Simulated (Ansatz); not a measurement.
RbBr (rock salt, Fm-3m), r²SCAN (plane waves, PAW; program Ansatz). The conduction-band minimum lies at Γ, with 1 equivalent valley. Second derivatives d²E/dk² of the lowest band at one valley (eV·Å²), along Cartesian directions:

| direction | d²E/dk² |
|---|---|
| [100] | 19.84 |
| [010] | 19.84 |
| [001] | 19.84 |
| [110] | 19.84 |
| [101] | 19.84 |
| [011] | 19.84 |

Problem. Find the principal effective masses, the density-of-states mass and the conductivity mass.

Solution. Off-diagonal terms follow from H_xy = H[110] − (H_xx + H_yy)/2, and m*/mₑ = 7.620 eV·Å² over each eigenvalue: 0.38, 0.38, 0.38. One valley's DOS mass (m₁m₂m₃)^(1/3) = 0.38, conductivity mass 3/(Σ 1/mᵢ) = 0.38 mₑ.

Problem. What effective density of states Nc follows at 300 K for parabolic valleys?

Solution. Nc = 2.509e19 × 1 × (0.38)^(3/2) ≈ 5.9e18 cm⁻³.

The r²SCAN relaxation kept the symmetry of its start. Scalar-relativistic: spin–orbit coupling is off unless named, which matters more the heavier the elements.

Potentials: the later of the program's two PAW sets.

Edges and masses are those of Kohn–Sham bands, whose gap is no quasiparticle gap.
